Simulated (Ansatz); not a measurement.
A geometry of PbO2 away from equilibrium: step 5 of the relaxation of a relaxed PbO2 cell displaced along its unstable phonon at q = Γ (64i cm⁻¹), largest move 0.15 Å. Calculation: PBEsol (plane waves to 420 eV, PAW, scalar-relativistic; Ansatz, a first-principles code). Γ-centred k-mesh 12×12×4 on the run's cell (coarser than for final values), Fermi–Dirac smearing 0.05 eV.

```xyz
6
Lattice="3.2591 0.0000 0.0000 -1.6295 2.8654 0.0000 0.0000 0.0000 9.5545" Properties=species:S:1:pos:R:3:forces:R:3 pbc="T T T" free_energy=-25745.504 pressure_GPa=0.0
Pb     0.0000     1.8164     7.1428    0.0000    0.0538    0.0287
Pb     1.6295     1.0491     2.3655    0.0000   -0.0538    0.0287
O      0.0000     2.1406     1.1424    0.0000    0.1586    0.0101
O      1.6295     0.7249     5.9197    0.0000   -0.1586    0.0101
O      1.6295     1.2016     8.4352    0.0000    0.1058   -0.0388
O      0.0000     1.6638     3.6579    0.0000   -0.1058   -0.0388
```

Positions in Å, forces in eV/Å, free energy of the cell in eV (comparable only within this code, potentials and settings). Largest force: 0.16 eV/Å, on O3, O4 (atoms numbered as listed); the geometry lies 0.36 eV/atom above the end of its relaxation.

No spin polarisation in the result. Without a van der Waals term the distances between weakly bound units are poorly fixed.

The run could not lose the symmetry of its start: the end is stationary, and may be a saddle point rather than a minimum.

The end of the path is a generated cell of PbO2: the first start was made by placing the elements on the sites of a structure type, and the end was not matched to a known phase here, so it may be hypothetical. Known forms of PbO2 include space group No. 136.
